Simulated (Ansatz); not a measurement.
A geometry of Nb away from equilibrium: step 2 of the relaxation of a relaxed Nb cell displaced along its unstable phonon at q = (½, ½, 0) of its primitive reciprocal cell (89i cm⁻¹), largest move 0.15 Å. The numbers are results of PBEsol (plane waves to 420 eV, PAW, scalar-relativistic; Ansatz, a first-principles code), not measurements. Γ-centred k-mesh 13×13×13 on the run's cell (coarser than for final values), Fermi–Dirac smearing 0.05 eV.

```xyz
4
Lattice="0.0000 4.5509 9.8650 1.6069 2.2755 9.8650 1.6069 2.2755 0.0000" Properties=species:S:1:pos:R:3 pbc="T T T"
Nb     1.2598     6.8264    18.4147
Nb     1.9540     4.5509    13.4822
Nb     1.9540     2.2755     1.3154
Nb     1.2598     4.5509     6.2479
```

Problem. Which atoms carry the largest force, and which way does it point?

Solution. 0.72 eV/Å, on Nb1, Nb2, Nb3, Nb4 (atoms numbered as listed); on Nb1 its components are (-0.61, 0.00, 0.37).

Problem. What is the pressure?

Solution. -0.9 GPa, compression positive.

No spin polarisation in the result.

The run could not lose the symmetry of its start.

Of the parent cell (Fmmm (No. 69)): it is a generated cell of Nb: the first start was made by placing the elements on the sites of a structure type, and the end was not matched to a known phase here, so it may be hypothetical. Known forms of Nb include space group No. 229.
